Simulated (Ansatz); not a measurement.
An Ansatz input:

```yaml
crystal:
  lattice:
    - [6.6366634954, 0.0, 0.0]
    - [0.0, 6.6366634954, 0.0]
    - [0.0, 0.0, 6.6366634954]
  atoms:
    - { symbol: Na, position: [0.0, 1.0, 0.0] }
    - { symbol: Na, position: [0.5, 0.5, 0.5] }
    - { symbol: Na, position: [0.25, 0.0, 0.5] }
    - { symbol: Na, position: [0.75, 0.0, 0.5] }
    - { symbol: Na, position: [0.5, 0.25, 0.0] }
    - { symbol: Na, position: [0.5, 0.75, 0.0] }
    - { symbol: Na, position: [1.0, 0.5, 0.25] }
    - { symbol: Na, position: [1.0, 0.5, 0.75] }
hamiltonian:
  xc: pbesol
  pseudopotentials:
    kind: paw
    azcp:
      Na: "pseudopotentials/Na.paw.azcp"
basis:
  ecutwfc: 420
  fft_grid_basis: typed
kpoints:
  mp_grid: { grid: [5, 5, 5], shift: [0, 0, 0] }
magnetization:
  spin_polarized: false
scf:
  occupations: { method: fermi_dirac, width: 0.1 }
```

Terminal output

```
Warning: the record states the generating functional pbe (its physics header spells it `PBE`), which answers neither for hamiltonian.xc's functional nor for the pbesol family's — results may be inconsistent (PPs are generated against a specific XC)
Engine: ansatz 0.2.0, aarch64-unknown-linux-gnu
Pseudopotentials: kind: paw
Pseudopotential: Na, paw, valence charge 9, recommended cutoff 420 eV (normal) 
Functional definition: PBEsol
  exchange = pbesol_x
  correlation = pbesol_c
Crystal: 8 atoms, lattice volume = 292.314 Å³
Basis set: ecut = 420 eV, 5695 PW (Γ)
Bands: 44, of which v1, the nominal top of the filled ones, is band 36 counted from 1 (35 counted from 0)
Symmetry: 48 space group operations
Space group: Pm-3n (ITA 223), of the structure as read, at distance tolerance 6.6e-5 Å
k-points: 10 of 125
Non-local potential: Na, projectors of the file, l = 0: 3, l = 1: 2, l = 2: 1
PAW form: soft (Blöchl's): semilocal exchange-correlation on the pseudo side does not see the compensation charge
PAW frozen core: Na, regenerated for the run's functional, and the local potential with it (the file was generated under x = pbe(κ = 0.804, μ = 0.2195149727645171), c = pbe(β = 0.06672455060314922))
PAW one-centre angular grid: Na, 110 points (default); XC on 64 Gauss nodes
Initial density: superposition of atomic densities (neutral atoms: chi_scale 0, normalization atom), corrected by the library's trained network
Initial wavefunctions: pseudopotential atomic-orbital guess
Functional: x = pbesol(κ = 0.804, μ = 0.12345679012345678), c = pbesol(β = 0.046)
SCF iter   1: F=—  HF=-11806.909921 eV  |F-HF|=—  |Δ(HF+E_count)|=         —  Δρ=1.85e-3  dr2=5.08e-3  ethr=1.77e-3  ⟨swp⟩=9.4  Hψ=1920  notcnv=0
SCF iter   2: F=—  HF=-11806.905548 eV  |F-HF|=—  |Δ(HF+E_count)|=   4.37e-3  Δρ=5.50e-4  dr2=1.13e-3  ethr=7.06e-6  ⟨swp⟩=2.1  Hψ=852  notcnv=0
SCF iter   3: F=—  HF=-11806.905498 eV  |F-HF|=—  |Δ(HF+E_count)|=   5.00e-5  Δρ=2.26e-4  dr2=3.79e-4  ethr=1.57e-6  ⟨swp⟩=2.9  Hψ=701  notcnv=0
SCF iter   4: F=—  HF=-11806.905480 eV  |F-HF|=—  |Δ(HF+E_count)|=   1.81e-5  Δρ=3.92e-5  dr2=8.16e-6  ethr=5.27e-7  ⟨swp⟩=1.5  Hψ=454  notcnv=0
SCF iter   5: F=—  HF=-11806.905435 eV  |F-HF|=—  |Δ(HF+E_count)|=   4.48e-5  Δρ=1.18e-5  dr2=5.97e-7  ethr=1.13e-8  ⟨swp⟩=3.0  Hψ=845  notcnv=0
SCF iter   6: F=—  HF=-11806.905435 eV  |F-HF|=—  |Δ(HF+E_count)|=   1.16e-7  Δρ=4.16e-6  dr2=1.24e-7  ethr=1.39e-10  ⟨swp⟩=3.0  Hψ=961  notcnv=0
SCF iter   7: F=-11806.905435 eV  HF=-11806.905435 eV  |F-HF|=5.14e-9  |Δ(HF+E_count)|=   3.09e-8  Δρ=1.65e-6  dr2=5.33e-9  ethr=1.39e-10  ⟨swp⟩=2.0  Hψ=843  notcnv=0
SCF 1 converged in 7 iterations: F = -11806.905435 eV  dr2 = 5.33e-9
SCF converged after 7 iterations
Free energy (F): -11806.905435 eV
Harris-Foulkes:  -11806.905435 eV  (|F-HF|=5.14e-9)
Internal energy: -11806.780607 eV  (E = F + TS)
E sigma→0 (E₀):  -11806.843021 eV
Entropy (-TS):   -0.124828 eV (-15.604 meV/atom)
Fermi energy:    1.835351 eV
--- Per-component energies (eV) ---
  E_band       = -1916.939675
  E_kinetic    = 961.635459
  E_local      = -11527.029503  (includes V_loc(G=0)·N_el)
  E_nonlocal   = 926.988717
  E_hartree    = 4211.704186
  E_xc         = -301.271067
  E_vxc        = -389.410489  (∫ρ·V_xc dr)
  E_paw        = -2027.616396  (= ΣΔE_a)
  E_vpaw       = -312.531626  (= ΣTr[D̂ρ^β])
  E_aug_tail   = -0.000212  (compensation charges beyond the density's cutoff)
  E_ewald      = -4051.629340
  E_core_change = 0.437550  (= ΣΔE_core)
  E_smearing   = -0.124828  (= −TS)
  E_closure    = 0.000000  (closes the sum)
  Σ components = -11806.905435   (vs F -11806.905435, Δ=0.00e0)
```

Launched by

```sh
ansatz run input.yaml --threads 4 --pin off --max-ram 8192MiB --backend cpu --events-out ev --progress --plain --runs-dir out
```

On 4 threads of Arm Neoverse V1 (shared host) this took about 1.5 s of wall time and 5.5 s of CPU time, with 0.56 GiB at the peak.
